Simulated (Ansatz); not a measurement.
# CoRu₃ (P-6m2)

The calculation used DFT PBE, scalar-relativistic, plane waves, PAW (Ansatz).

Cutoff 420 eV; k points 18×18×6 on the computed 4-atom cell (Γ-centred); Gaussian smearing, width 0.10 eV; collinear spin from starting moments 1.5 0.0 0.0 0.0 μB.

The structure is relaxed at this level of theory with its symmetry kept, and needn't be the ground state of this composition.

```xyz
4
Lattice="2.6933 0.0000 0.0000 -1.3466 2.3325 0.0000 0.0000 0.0000 8.3681" Properties=species:S:1:pos:R:3 pbc="T T T"
Co    1.3466    0.7775    4.1840
Ru    0.0000    1.5550    6.2338
Ru    0.0000    1.5550    2.1342
Ru    1.3466    0.7775    0.0000
```

Task: Formation energy from the elements' standard states (uncorrected)?

Result: +0.077 eV/atom.

Task: Kohn–Sham band gap?

Result: none (metal).

Task: Density of states at the Fermi level?

Result: 3.5 states/eV per cell.

Task: Orbital (Löwdin) character within 0.5 eV of the Fermi level?

Result: Ru 4d 61 %, Co 3d 33 %.

Task: Bader charge by site (e)?

Result: Co (1 in the cell) 0.12, Ru (2 in the cell) -0.07, Ru (1 in the cell) 0.02.

Task: Total moment?

Result: 1.29 μB per cell.

Task: Moment by site (μB)?

Result: Co1 1.35, Ru2 0.05, Ru3 0.05, Ru4 -0.09.

Only this magnetic start was tried.

The cell was found from a structure generator's guess, not taken from experiment. Löwdin shares on free-atom orbitals overweight diffuse shells.
